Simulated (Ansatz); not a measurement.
# Trial inputs on Ni3Bi

The reference input for Ansatz (plane-wave DFT with PAW):

```yaml
crystal:
  lattice:
    - [3.822007, 0.0, 0.0]
    - [0.0, 3.822007, 0.0]
    - [0.0, 0.0, 3.822007]
  atoms:
    - { symbol: Ni, position: [0.0, 0.5, 0.5], spin: 2.0 }
    - { symbol: Ni, position: [0.5, 0.0, 0.5], spin: 2.0 }
    - { symbol: Ni, position: [0.5, 0.5, 0.0], spin: 2.0 }
    - { symbol: Bi, position: [0.0, 0.0, 0.0] }
basis:
  ecutwfc: 420
kpoints:
  mp_grid: { grid: [4, 4, 4] }
hamiltonian:
  xc: pbe
scf:
  occupations: { method: gaussian, width: 0.1 }
  lower_state_search: "off"
output:
  forces: true
  stress: true
  eigenvalues: true
  populations: true
magnetization:
  spin_polarized: true
```

Command:

```bash
ansatz run input.yaml --threads 1 --pin off --max-ram 1331MiB --backend cpu --events-out ev --progress --plain --runs-dir out
```

The run converges in 18 SCF iterations on 10 irreducible k-points: pressure 1.47 GPa, no gap, cell moment 0.12 μB. It warns that the starting moments were lost.

Settings here are deliberately varied, not converged. Each trial's input is given as a difference from the reference's; energies are extrapolated to zero smearing where there is one, and pressure is positive in compression. Charged cells sit in a uniform background, and their pressures hang on that convention.

Problem. Trial 1:

```diff
 crystal:
   atoms:
-    - { symbol: Ni, position: [0.0, 0.5, 0.5], spin: 2.0 }
-    - { symbol: Ni, position: [0.5, 0.0, 0.5], spin: 2.0 }
-    - { symbol: Ni, position: [0.5, 0.5, 0.0], spin: 2.0 }
-    - { symbol: Bi, position: [0.0, 0.0, 0.0] }
+    - { symbol: Ni, position: [0.0, 0.5, 0.5], spin: 0.08 }
+    - { symbol: Ni, position: [0.5, 0.0, 0.5], spin: 0.08 }
+    - { symbol: Ni, position: [0.5, 0.5, 0.0], spin: 0.08 }
+    - { symbol: Bi, position: [0.0, 0.0, 0.0], spin: 0.01 }
 basis:
-  ecutwfc: 420
+  ecutwfc: 180
 kpoints:
-  mp_grid: { grid: [4, 4, 4] }
+  mp_grid: { grid: [2, 5, 1] }
 hamiltonian:
+  dispersion: d3bj
 scf:
+  max_iter: 80
+  convergence: { dr2_threshold: "1e-9 eV" }
 output:
+  dos: { projected: true }
```

What does the program give?

Solution. The run converges in 26 SCF iterations on 6 irreducible k-points: pressure -14.84 GPa (unreliable at so low a cutoff), no gap, cell moment 0.13 μB. It warns that the cutoff lies under the recommended one, 420 eV for these potentials; that the SCF threshold is loose for the stress; that the mesh lowers the symmetry.

Problem. Trial 2:

```diff
 crystal:
   atoms:
-    - { symbol: Ni, position: [0.0, 0.5, 0.5], spin: 2.0 }
-    - { symbol: Ni, position: [0.5, 0.0, 0.5], spin: 2.0 }
-    - { symbol: Ni, position: [0.5, 0.5, 0.0], spin: 2.0 }
-    - { symbol: Bi, position: [0.0, 0.0, 0.0] }
+    - { symbol: Ni, position: [0.0, 0.5, 0.5], spin: 0.08 }
+    - { symbol: Ni, position: [0.5, 0.0, 0.5], spin: 0.08 }
+    - { symbol: Ni, position: [0.5, 0.5, 0.0], spin: 0.08 }
+    - { symbol: Bi, position: [0.0, 0.0, 0.0], spin: 0.01 }
 basis:
-  ecutwfc: 420
+  ecutwfc: 220
 kpoints:
-  mp_grid: { grid: [4, 4, 4] }
+  mp_grid: { grid: [5, 1, 5] }
 scf:
-  lower_state_search: "off"
+  lower_state_search: standard
```

What happens?

Solution. The run converges in 28 SCF iterations on 6 irreducible k-points: energy 6.66 eV per atom above the reference, pressure 12.59 GPa (unreliable at so low a cutoff), no gap, cell moment 0.00 μB. It warns that the cutoff lies under the recommended one, 420 eV for these potentials; that the starting moments were lost; that the mesh lowers the symmetry.

Problem. Trial 3:

```diff
 crystal:
   atoms:
-    - { symbol: Ni, position: [0.0, 0.5, 0.5], spin: 2.0 }
-    - { symbol: Ni, position: [0.5, 0.0, 0.5], spin: 2.0 }
-    - { symbol: Ni, position: [0.5, 0.5, 0.0], spin: 2.0 }
+    - { symbol: Ni, position: [0.0, 0.5, 0.5] }
+    - { symbol: Ni, position: [0.5, 0.0, 0.5] }
+    - { symbol: Ni, position: [0.5, 0.5, 0.0] }
 scf:
-  occupations: { method: gaussian, width: 0.1 }
-  lower_state_search: "off"
+  occupations: { method: tetrahedron_uncorrected }
 output:
-  populations: true
-magnetization:
-  spin_polarized: true
```

What happens?

Solution. The run converges in 8 SCF iterations on 10 irreducible k-points: energy 26.2 meV per atom above the reference, pressure 2.23 GPa, no gap. It warns that the printed bands weren't solved further after the SCF.

Problem. Trial 4:

```diff
 crystal:
   atoms:
-    - { symbol: Ni, position: [0.0, 0.5, 0.5], spin: 2.0 }
-    - { symbol: Ni, position: [0.5, 0.0, 0.5], spin: 2.0 }
-    - { symbol: Ni, position: [0.5, 0.5, 0.0], spin: 2.0 }
-    - { symbol: Bi, position: [0.0, 0.0, 0.0] }
+    - { symbol: Ni, position: [0.0, 0.5, 0.5], spin: 0.08 }
+    - { symbol: Ni, position: [0.5, 0.0, 0.5], spin: 0.08 }
+    - { symbol: Ni, position: [0.5, 0.5, 0.0], spin: 0.08 }
+    - { symbol: Bi, position: [0.0, 0.0, 0.0], spin: 0.01 }
 hamiltonian:
-  xc: pbe
+  xc: lda
```

What happens?

Solution. The run converges in 15 SCF iterations on 10 irreducible k-points: pressure -11.03 GPa, no gap, cell moment 0.00 μB. It warns that the starting moments were lost.

Problem. Trial 5:

```diff
 crystal:
   atoms:
-    - { symbol: Ni, position: [0.0, 0.5, 0.5], spin: 2.0 }
-    - { symbol: Ni, position: [0.5, 0.0, 0.5], spin: 2.0 }
-    - { symbol: Ni, position: [0.5, 0.5, 0.0], spin: 2.0 }
-    - { symbol: Bi, position: [0.0, 0.0, 0.0] }
+    - { symbol: Ni, position: [0.0, 0.5, 0.5], spin: 0.08 }
+    - { symbol: Ni, position: [0.5, 0.0, 0.5], spin: 0.08 }
+    - { symbol: Ni, position: [0.5, 0.5, 0.0], spin: 0.08 }
+    - { symbol: Bi, position: [0.0, 0.0, 0.0], spin: 0.01 }
+total_charge: 1
 basis:
-  ecutwfc: 420
+  ecutwfc: 630
 kpoints:
-  mp_grid: { grid: [4, 4, 4] }
+  mp_grid: { kspacing: 1.3 }
 hamiltonian:
+  dispersion: none
 scf:
-  occupations: { method: gaussian, width: 0.1 }
+  occupations: { method: fermi_dirac, width: "300 K" }
+  convergence: { dr2_threshold: "1e-5 eV" }
```

What happens?

Solution. The run converges in 20 SCF iterations on 4 irreducible k-points: pressure 9.38 GPa (with the neutralising background of the charged cell), no gap, cell moment 1.01 μB. It warns that the SCF threshold is loose for the forces; that the SCF threshold is loose for the stress.

Problem. Trial 6:

```diff
 crystal:
   atoms:
-    - { symbol: Ni, position: [0.0, 0.5, 0.5], spin: 2.0 }
-    - { symbol: Ni, position: [0.5, 0.0, 0.5], spin: 2.0 }
-    - { symbol: Ni, position: [0.5, 0.5, 0.0], spin: 2.0 }
-    - { symbol: Bi, position: [0.0, 0.0, 0.0] }
+    - { symbol: Ni, position: [0.0, 0.5, 0.5], spin: 0.08 }
+    - { symbol: Ni, position: [0.5, 0.0, 0.5], spin: 0.08 }
+    - { symbol: Ni, position: [0.5, 0.5, 0.0], spin: 0.08 }
+    - { symbol: Bi, position: [0.0, 0.0, 0.0], spin: 0.01 }
 kpoints:
-  mp_grid: { grid: [4, 4, 4] }
+  mp_grid: { grid: [2, 2, 2], shift: [0.25, 0.25, 0.25] }
 scf:
-  occupations: { method: gaussian, width: 0.1 }
+  occupations: { method: fermi_dirac }
 output:
-  eigenvalues: true
+  eigenvalues: false
```

How does this run end?

Solution. The run converges in 16 SCF iterations on 4 irreducible k-points: energy 13.5 meV per atom below the reference, pressure 1.53 GPa, cell moment 0.00 μB. It warns that the starting moments were lost; that the mesh lowers the symmetry.